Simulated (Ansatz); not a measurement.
Density of states of Y (P6_3/mmc, a = 3.631 Å, b = 3.631 Å, c = 11.626 Å, α = 90.00°, β = 90.00°, γ = 120.00°), in states per eV and primitive cell, averaged over bins of 0.4 eV. Method: DFT r2SCAN, scalar-relativistic, plane waves, PAW (Ansatz 0.2.0).

Settings: cutoff 500 eV, Γ-centred mesh 15×15×4 on the computed 4-atom cell, Gaussian smearing of 0.10 eV; no spin polarisation.

The cell is relaxed at this level. The states (both spins) are summed by tetrahedra on a 23×23×6 mesh at the self-consistent density. Energies are bin centres; the table starts no lower than −8 eV and ends at 6 eV, or lower where the solved bands end.

It is a metal at this level.

```csv
E − E_F (eV),total,Y 4d,Y 5s,Y 4p,Y 4s
-4.75,0.21,0.00,0.20,0.00,0.01
-4.35,0.43,0.01,0.40,0.01,0.02
-3.95,0.61,0.02,0.56,0.01,0.02
-3.55,0.79,0.05,0.70,0.02,0.02
-3.15,1.01,0.13,0.84,0.03,0.02
-2.75,1.30,0.27,0.97,0.03,0.02
-2.35,1.77,0.59,1.10,0.04,0.01
-1.95,3.03,1.67,1.24,0.04,0.02
-1.55,3.77,2.66,0.98,0.05,0.02
-1.15,3.93,3.18,0.60,0.05,0.01
-0.75,3.85,3.47,0.24,0.05,0.01
-0.35,6.88,6.38,0.15,0.09,0.00
0.05,7.38,6.20,0.40,0.09,0.02
0.45,3.91,3.37,0.17,0.04,0.01
0.85,6.66,5.92,0.29,0.05,0.01
1.25,6.42,5.45,0.35,0.04,0.01
1.65,4.58,3.91,0.27,0.01,0.01
```

The columns after the total are the Löwdin projections on the occupied valence shells of the potentials. The rest of the total lies in shells that are empty in the free atom, which aren't projected, and between the atoms.

A ferromagnetic start lost its moments in a first run, so spin was left out; other magnetic orders weren't tried.

Cost: 1 run of about 2.4 core-minutes, on Arm Neoverse V1 (shared hosts).